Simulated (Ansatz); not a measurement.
A geometry of MgSe away from equilibrium: the start of the relaxation of a relaxed MgSe cell, doubled along one cell vector, shaken by Gaussian noise of σ = 0.08 Å a coordinate. Calculation: r2SCAN (plane waves to 500 eV, PAW, scalar-relativistic; Ansatz, an electronic-structure program). Γ-centred k-mesh 7×7×4 on the run's cell (coarser than for final values), Fermi–Dirac smearing 0.05 eV.

```xyz
4
Lattice="0.0000 2.9735 2.9735 2.9735 0.0000 2.9735 5.9469 5.9469 0.0000" Properties=species:S:1:pos:R:3 pbc="T T T"
Se     4.3824     4.3775     4.5940
Se     7.5318     7.6307     4.4277
Mg     0.1984    -0.0696    -0.0350
Mg     2.9339     3.0486     0.0190
```

Question: Predict the force on each atom, in eV/Å.

Answer: 
```
atom     Fx     Fy     Fz
----  -----  -----  -----
Se1    1.21   1.79  -1.49
Se2    0.09  -1.73   0.86
Mg3   -1.63   0.01   0.71
Mg4    0.34  -0.08  -0.08
```

Question: What is the pressure?

Answer: +1.9 GPa, compression positive.

Question: How much energy per atom can still be gained by relaxing?

Answer: 0.14 eV/atom; the path ends in F-43m (No. 216) (zinc blende type).

No spin polarisation in the result.

The first start was generated by placing the elements on the sites of a structure type. Materials Project lists a structure of MgSe in the same space group, F-43m (No. 216); the sites were not compared with it, nor with measured phases. Known forms of MgSe include space group No. 225.
